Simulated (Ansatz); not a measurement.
Ni₃P₂O₈ in space group P2_1/c (No. 14; Pearson symbol mP26), r²SCAN (plane waves, PAW; program Ansatz), all energies at zero smearing, with the estimated change up to a 700 eV cutoff added, with one set of potentials and settings (totals compare only within such a set). Cell of 26 atoms (6 Ni, 4 P, 16 O): -47213.406 eV.

```tsv
element	reference phase	E (eV/atom)
Ni	Fm-3m, 1 atoms in the cell, spin-polarised	-5845.2912
P	Cmce, 4 atoms in the cell	-759.1646
O	C2/m, 4 atoms in the cell, spin-polarised	-566.0281
```

Formation energy per atom, worked out: (-47213.406 − 6×(-5845.2912) − 4×(-759.1646) − 16×(-566.0281))/26 = -1.867 eV/atom (-180 kJ per mol of atoms), at 0 K, without zero-point energy or fitted corrections.

The workflow started from a Materials Project entry (that database holds measured and hypothetical structures alike); the Crystallography Open Database files this formula in space group No. 14, but the cells were not matched. Its standing as an ambient phase is unchecked. The r²SCAN relaxation kept the symmetry of its start; its stability against distortions is not shown here. Spin order of the final state: ferromagnetic, chosen from 2 collinear starts compared on coarse meshes (ties went to the first, and starts can fall back to one state), not a proven ground state. The program gave a warning on the electronic state, which may not be the lowest. No Hubbard U is applied. The references are the lowest solids computed at this level, not always the standard phases (solids in place of the gases).

Potentials: the later of the program's two PAW sets.
